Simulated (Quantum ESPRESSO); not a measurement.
# Al2ZnF7Cl: finding a planted mistake in a log

A calculation, not a measurement. The program is pw.x of Quantum ESPRESSO 7.5 (plane-wave density functional theory). The cell is made up: 11 atoms on a fluorite lattice with one site empty, with randomly drawn elements, strain and displacements, not relaxed. PseudoDojo standard norm-conserving files (v0.5 for PBE, v0.4.1 for LDA and PBEsol) set the functional; there is no spin polarisation, spin-orbit coupling or dispersion term, and the masses in the input are unused placeholders.

Intended input:

```
&control calculation='scf', pseudo_dir='./dojo.nc.sr.pbe.v0_5.standard.upf', outdir='./o', disk_io='low', tprnfor=.true., tstress=.true. /
&system ibrav=0, nat=11, ntyp=4, nbnd=47, ecutwfc=84.00895049, nosym=.true., tot_charge=0,
 occupations='smearing', smearing='fd', degauss=0.0018374661
/
&electrons conv_thr=7.350e-09, electron_maxstep=60, /
ATOMIC_SPECIES
Al 1.0 Al.upf
Cl 1.0 Cl.upf
F 1.0 F.upf
Zn 1.0 Zn.upf
CELL_PARAMETERS angstrom
5.0219 -0.0029 0.0189
-0.0029 4.9301 0.0181
0.0189 0.0181 4.9965
ATOMIC_POSITIONS angstrom
Al 0.036 0.0549 -0.0395
Al -0.0164 2.475 2.562
Zn 2.5785 0.0022 2.5096
F 1.2352 1.2195 1.2357
F 1.1895 1.251 3.6912
F 1.1791 3.6367 1.1739
F 1.2302 3.8837 3.7894
F 3.7201 1.2386 1.2745
Cl 3.7124 1.4373 3.8421
F 3.7672 3.7264 1.2609
F 3.8261 3.7915 3.944
K_POINTS automatic
4 5 5 1 1 1
```

The log is shortened where brackets say so; the opening notice, blank lines, dates and the lines on written files are dropped, and the path of the files is cut. It prints rydbergs, bohrs and kilobars, and counts compression as positive stress. Where no state is partly filled, the Fermi energy that it prints is only some level between the filled and the empty states on the mesh, and need not lie in the true gap.

Log of the intended run:

```
     Program PWSCF v.7.5
     Parallel version (MPI & OpenMP), running on       4 processor cores
     Number of MPI processes:                 4
     Threads/MPI process:                     1
     [start-up lines left out]
     bravais-lattice index     =            0
     lattice parameter (alat)  =       9.4901  a.u.
     unit-cell volume          =     834.7841 (a.u.)^3
     number of atoms/cell      =           11
     number of atomic types    =            4
     number of electrons       =        82.00
     number of Kohn-Sham states=           47
     kinetic-energy cutoff     =      84.0090  Ry
     charge density cutoff     =     336.0358  Ry
     scf convergence threshold =      7.3E-09
     mixing beta               =       0.7000
     number of iterations used =            8  plain     mixing
     Exchange-correlation= PBE
                           (   1   4   3   4   0   0   0)
     [axes and pseudopotential details left out]
   Cartesian axes
     site n.     atom                  positions (alat units)
         1        Al     tau(   1) = (   0.0071685   0.0109320  -0.0078655  )
         2        Al     tau(   2) = (  -0.0032657   0.4928378   0.5101618  )
         3        Zn     tau(   3) = (   0.5134474   0.0004381   0.4997276  )
         4        F      tau(   4) = (   0.2459609   0.2428346   0.2460605  )
         5        F      tau(   5) = (   0.2368608   0.2491071   0.7350153  )
         6        F      tau(   6) = (   0.2347899   0.7241629   0.2337545  )
         7        F      tau(   7) = (   0.2449653   0.7733471   0.7545695  )
         8        F      tau(   8) = (   0.7407700   0.2466379   0.2537866  )
         9        Cl     tau(   9) = (   0.7392368   0.2862043   0.7650635  )
        10        F      tau(  10) = (   0.7501489   0.7420245   0.2510784  )
        11        F      tau(  11) = (   0.7618774   0.7549877   0.7853544  )
     number of k points=    50  Fermi-Dirac smearing, width (Ry)=  0.0018
                       cart. coord. in units 2pi/alat
        k(    1) = (   0.1246845   0.1015702   0.0996695), wk =   0.0400000
        k(    2) = (   0.1239275   0.1008317   0.3006932), wk =   0.0400000
     [further k points left out]
     Dense  grid:    86857 G-vectors     FFT dimensions: (  60,  60,  60)
     Estimated max dynamical RAM per process >     232.43 MB
     Estimated total dynamical RAM >     866.11 MB
     Initial potential from superposition of free atoms
     starting charge      81.9949, renormalised to      82.0000
     Starting wfcs are   50 randomized atomic wfcs
     total cpu time spent up to now is        5.2 secs
     per-process dynamical memory:   187.6 Mb
     Self-consistent Calculation
     iteration #  1     ecut=    84.01 Ry     beta= 0.70
     Davidson diagonalization with overlap
     ethr =  1.00E-02,  avg # of iterations =  5.2
     total cpu time spent up to now is       16.9 secs
     total energy              =    -805.39581595 Ry
     estimated scf accuracy    <       1.33187927 Ry
     iteration #  2     ecut=    84.01 Ry     beta= 0.70
     Davidson diagonalization with overlap
     ethr =  1.62E-03,  avg # of iterations =  2.0
     total cpu time spent up to now is       27.7 secs
     total energy              =    -805.75562667 Ry
     estimated scf accuracy    <       1.07135617 Ry
     [iterations 3 to 9 left out]
     iteration # 10     ecut=    84.01 Ry     beta= 0.70
     Davidson diagonalization with overlap
     ethr =  1.34E-10,  avg # of iterations =  2.0
     total cpu time spent up to now is      122.5 secs
     total energy              =    -805.97142718 Ry
     estimated scf accuracy    <          9.8E-09 Ry
     iteration # 11     ecut=    84.01 Ry     beta= 0.70
     Davidson diagonalization with overlap
     ethr =  1.19E-11,  avg # of iterations =  2.1
     total cpu time spent up to now is      134.9 secs
     End of self-consistent calculation
     [lines on levels left out]
     the Fermi energy is     6.6101 ev
!    total energy              =    -805.97142718 Ry
     estimated scf accuracy    <          1.6E-09 Ry
     smearing contrib. (-TS)   =       0.00000000 Ry
     internal energy E=F+TS    =    -805.97142718 Ry
     The total energy is F=E-TS. E is the sum of the following terms:
     one-electron contribution =    -539.82686490 Ry
     hartree contribution      =     315.00873621 Ry
     xc contribution           =    -136.21898109 Ry
     ewald contribution        =    -444.93431740 Ry
     convergence has been achieved in  11 iterations
     Forces acting on atoms (cartesian axes, Ry/au):
     atom    1 type  1   force =     0.04436640   -0.05464312    0.04705705
     atom    2 type  1   force =     0.08275536    0.05826269   -0.10422795
     atom    3 type  4   force =    -0.02847062   -0.03202495   -0.04249271
     atom    4 type  3   force =    -0.06998812   -0.02595505   -0.00374719
     atom    5 type  3   force =    -0.04099675    0.03352446   -0.00773059
     atom    6 type  3   force =    -0.05365391    0.01576026    0.04429775
     atom    7 type  3   force =    -0.04230901   -0.02376832   -0.02616516
     atom    8 type  3   force =     0.06664602   -0.00751415    0.01604154
     atom    9 type  2   force =    -0.05801832   -0.01036960    0.04704970
     atom   10 type  3   force =     0.04590234   -0.00031721    0.06000420
     atom   11 type  3   force =     0.05376660    0.04704500   -0.03008663
     Total force =     0.265812     Total SCF correction =     0.000079
     Computing stress (Cartesian axis) and pressure
          total   stress  (Ry/bohr**3)                   (kbar)     P=       25.30
   0.00011073   0.00010224  -0.00008941           16.29       15.04      -13.15
   0.00010224   0.00039414  -0.00014976           15.04       57.98      -22.03
  -0.00008941  -0.00014976   0.00001106          -13.15      -22.03        1.63
     init_run     :      4.87s CPU      5.07s WALL (       1 calls)
     electrons    :    129.14s CPU    129.76s WALL (       1 calls)
     forces       :      2.03s CPU      2.06s WALL (       1 calls)
     stress       :      6.84s CPU      6.84s WALL (       1 calls)
     [timing details left out]
     PWSCF        :   2m23.08s CPU   2m24.01s WALL
     JOB DONE.
```

A second run was made from an input with one planted mistake. Its log:

```
     Program PWSCF v.7.5
     Parallel version (MPI & OpenMP), running on       4 processor cores
     Number of MPI processes:                 4
     Threads/MPI process:                     1
     [start-up lines left out]
     bravais-lattice index     =            0
     lattice parameter (alat)  =       9.4901  a.u.
     unit-cell volume          =     834.7841 (a.u.)^3
     number of atoms/cell      =           11
     number of atomic types    =            4
     number of electrons       =        82.00
     number of Kohn-Sham states=           47
     kinetic-energy cutoff     =      53.6540  Ry
     charge density cutoff     =     214.6160  Ry
     scf convergence threshold =      7.3E-09
     mixing beta               =       0.7000
     number of iterations used =            8  plain     mixing
     Exchange-correlation= PBE
                           (   1   4   3   4   0   0   0)
     [axes and pseudopotential details left out]
   Cartesian axes
     site n.     atom                  positions (alat units)
         1        Al     tau(   1) = (   0.0071685   0.0109320  -0.0078655  )
         2        Al     tau(   2) = (  -0.0032657   0.4928378   0.5101618  )
         3        Zn     tau(   3) = (   0.5134474   0.0004381   0.4997276  )
         4        F      tau(   4) = (   0.2459609   0.2428346   0.2460605  )
         5        F      tau(   5) = (   0.2368608   0.2491071   0.7350153  )
         6        F      tau(   6) = (   0.2347899   0.7241629   0.2337545  )
         7        F      tau(   7) = (   0.2449653   0.7733471   0.7545695  )
         8        F      tau(   8) = (   0.7407700   0.2466379   0.2537866  )
         9        Cl     tau(   9) = (   0.7392368   0.2862043   0.7650635  )
        10        F      tau(  10) = (   0.7501489   0.7420245   0.2510784  )
        11        F      tau(  11) = (   0.7618774   0.7549877   0.7853544  )
     number of k points=    50  Fermi-Dirac smearing, width (Ry)=  0.0018
                       cart. coord. in units 2pi/alat
        k(    1) = (   0.1246845   0.1015702   0.0996695), wk =   0.0400000
        k(    2) = (   0.1239275   0.1008317   0.3006932), wk =   0.0400000
     [further k points left out]
     Dense  grid:    44249 G-vectors     FFT dimensions: (  45,  45,  45)
     Estimated max dynamical RAM per process >     119.23 MB
     Estimated total dynamical RAM >     444.50 MB
     Check: negative core charge=   -0.000055
     Initial potential from superposition of free atoms
     starting charge      81.9949, renormalised to      82.0000
     Starting wfcs are   50 randomized atomic wfcs
     total cpu time spent up to now is        2.8 secs
     per-process dynamical memory:    94.9 Mb
     Self-consistent Calculation
     iteration #  1     ecut=    53.65 Ry     beta= 0.70
     Davidson diagonalization with overlap
     ethr =  1.00E-02,  avg # of iterations =  5.1
     total cpu time spent up to now is        8.6 secs
     total energy              =    -804.84442993 Ry
     estimated scf accuracy    <       1.23019932 Ry
     iteration #  2     ecut=    53.65 Ry     beta= 0.70
     Davidson diagonalization with overlap
     ethr =  1.50E-03,  avg # of iterations =  2.0
     total cpu time spent up to now is       13.7 secs
     total energy              =    -805.16999978 Ry
     estimated scf accuracy    <       0.93995711 Ry
     [iterations 3 to 9 left out]
     iteration # 10     ecut=    53.65 Ry     beta= 0.70
     Davidson diagonalization with overlap
     ethr =  1.17E-10,  avg # of iterations =  2.0
     total cpu time spent up to now is       63.7 secs
     total energy              =    -805.36202268 Ry
     estimated scf accuracy    <          7.8E-09 Ry
     iteration # 11     ecut=    53.65 Ry     beta= 0.70
     Davidson diagonalization with overlap
     ethr =  9.56E-12,  avg # of iterations =  2.1
     total cpu time spent up to now is       69.8 secs
     End of self-consistent calculation
     [lines on levels left out]
     the Fermi energy is     6.5367 ev
!    total energy              =    -805.36202268 Ry
     estimated scf accuracy    <          1.3E-09 Ry
     smearing contrib. (-TS)   =       0.00000000 Ry
     internal energy E=F+TS    =    -805.36202268 Ry
     The total energy is F=E-TS. E is the sum of the following terms:
     one-electron contribution =    -537.93628883 Ry
     hartree contribution      =     313.49132248 Ry
     xc contribution           =    -135.98273891 Ry
     ewald contribution        =    -444.93431741 Ry
     convergence has been achieved in  11 iterations
     Forces acting on atoms (cartesian axes, Ry/au):
     atom    1 type  1   force =     0.04427981   -0.05462793    0.04744610
     atom    2 type  1   force =     0.08280662    0.05859122   -0.10457582
     atom    3 type  4   force =    -0.03233811   -0.03158389   -0.03956246
     atom    4 type  3   force =    -0.06952326   -0.02762856   -0.00389046
     atom    5 type  3   force =    -0.03962036    0.03372408   -0.00731417
     atom    6 type  3   force =    -0.05092913    0.01713211    0.04712645
     atom    7 type  3   force =    -0.04117079   -0.02582441   -0.02781499
     atom    8 type  3   force =     0.06934496   -0.00468399    0.01418329
     atom    9 type  2   force =    -0.05841501   -0.01043527    0.04692153
     atom   10 type  3   force =     0.04493375   -0.00210613    0.05994004
     atom   11 type  3   force =     0.05063153    0.04744276   -0.03245953
     Total force =     0.266244     Total SCF correction =     0.000076
     Computing stress (Cartesian axis) and pressure
          total   stress  (Ry/bohr**3)                   (kbar)     P=     -701.83
  -0.00482648   0.00009054  -0.00010137         -710.00       13.32      -14.91
   0.00009054  -0.00455832  -0.00014879           13.32     -670.55      -21.89
  -0.00010137  -0.00014879  -0.00492801          -14.91      -21.89     -724.93
     init_run     :      2.05s CPU      2.15s WALL (       1 calls)
     electrons    :     66.75s CPU     67.07s WALL (       1 calls)
     forces       :      1.05s CPU      1.05s WALL (       1 calls)
     stress       :      3.62s CPU      3.62s WALL (       1 calls)
     [timing details left out]
     PWSCF        :   1m14.10s CPU   1m14.55s WALL
     JOB DONE.
```

Question: what was wrong in the second input?

Answer: the plane-wave cutoff is too low. The input lines that differ, file-writing options aside:

```
- &system ibrav=0, nat=11, ntyp=4, nbnd=47, ecutwfc=84.00895049, nosym=.true., tot_charge=0,
+ &system ibrav=0, nat=11, ntyp=4, nbnd=47, ecutwfc=53.65401038, nosym=.true., tot_charge=0,
```

```
                                            intended run  run with the mistake
                          free energy (eV)    -10965.800            -10957.509
                    smearing term -TS (eV)        0.0000                0.0000
                            pressure (GPa)          2.53                -70.18
            largest force component (eV/Å)         2.680                 2.689
largest change of a force component (eV/Å)                               0.099
                                iterations            11                    11
```

For scale, a rerun of the intended cell at 1437 eV and a 6 x 7 x 7 mesh moved values by no more than 0.003 eV in energy, 0.02 GPa in stress and 0.002 eV/Å in force.